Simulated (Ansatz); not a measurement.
## GaN: from a starting cell to a relaxed one

The start is a relaxed GaN cell, doubled along one cell vector, shaken by Gaussian noise of σ = 0.08 Å a coordinate. The cell and all atomic positions are relaxed at zero pressure with PBEsol (plane waves to 420 eV, PAW, scalar-relativistic; Ansatz, a quantum-chemistry and plane-wave program). The first steps use a coarse 9×9×5 k-mesh.

Input geometry:
```
CELL_PARAMETERS angstrom
      0.00000     2.24904     2.24904
      2.24904     0.00000     2.24904
      4.49808     4.49808     0.00000
ATOMIC_POSITIONS crystal
  N  0.74579 0.75865 0.39754
  N  0.76371 0.69951 0.88974
  Ga 0.02636 0.95916 0.99210
  Ga 0.00449 0.97102 0.50194
```

What pressure does the first self-consistent step give?

+3.4 GPa (positive: the cell is compressed).

How much energy is released per atom?

0.11 eV/atom.

Is the parent structure recovered?

It returns to the parent structure, F-43m (No. 216).

What band gap does the relaxed structure have at this level?

1.70 eV, direct at Γ (no spin-orbit coupling).

It ends as:

```cif
data_Ga4N4
_chemical_formula_sum 'N4 Ga4'
_space_group_name_H-M_alt 'F-43m'
_space_group_IT_number 216
_space_group_name_Hall 'F -4 2 3'
_cell_length_a 4.49800
_cell_length_b 4.49800
_cell_length_c 4.49800
_cell_angle_alpha 90.000
_cell_angle_beta 90.000
_cell_angle_gamma 90.000
loop_
_atom_site_label
_atom_site_type_symbol
_atom_site_symmetry_multiplicity
_atom_site_Wyckoff_symbol
_atom_site_fract_x
_atom_site_fract_y
_atom_site_fract_z
_atom_site_occupancy
N1 N 4 a 0.00000 0.00000 0.00000 1
Ga1 Ga 4 c 0.25000 0.25000 0.25000 1
```
(The calculation used a cell of 2 atoms; values per cell refer to that cell.)

Final values are on a 13×13×13 k-mesh of the relaxed cell. No spin polarisation in the result.
